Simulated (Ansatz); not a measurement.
ZrGeO3:
```cif
data_GeO3Zr
_chemical_formula_sum 'Zr1 Ge1 O3'
_space_group_name_H-M_alt 'P4mm'
_space_group_IT_number 99
_space_group_name_Hall 'P 4 -2'
_cell_length_a 3.98759
_cell_length_b 3.98759
_cell_length_c 4.34170
_cell_angle_alpha 90.000
_cell_angle_beta 90.000
_cell_angle_gamma 90.000
loop_
_atom_site_label
_atom_site_type_symbol
_atom_site_symmetry_multiplicity
_atom_site_Wyckoff_symbol
_atom_site_fract_x
_atom_site_fract_y
_atom_site_fract_z
_atom_site_occupancy
Zr1 Zr 1 b 0.50000 0.50000 0.57883 1
Ge1 Ge 1 a 0.00000 0.00000 0.19511 1
O1 O 2 c 0.00000 0.50000 0.44961 1
O2 O 1 b 0.50000 0.50000 0.01704 1
```

Relaxed with PBEsol.

Task: Decompose the optical modes at the zone centre into irreducible representations, and say which are infrared and Raman allowed.

Result: Point group 4mm: Γ_opt = 3A1 + B1 + 4E. Infrared: A1, E. Raman: A1, B1, E.

Task: Assign frequencies (DFPT, PBEsol in the plane-wave PAW code Ansatz; without the LO–TO term).

Result: E 223i, E 143, A1 197, E 221, B1 304, A1 347, E 611, A1 636 cm⁻¹.

Subscripts of B labels follow the axes of the standard setting.

The start of the workflow was typed in or built on a structure type; neither database checked (COD, Materials Project) lists it. Its standing as an ambient phase is unchecked. The PBEsol relaxation kept the symmetry of its start. At this level the phase is dynamically unstable (imaginary phonons). The run is not spin-polarised.

Potentials: the later of the program's two PAW sets.
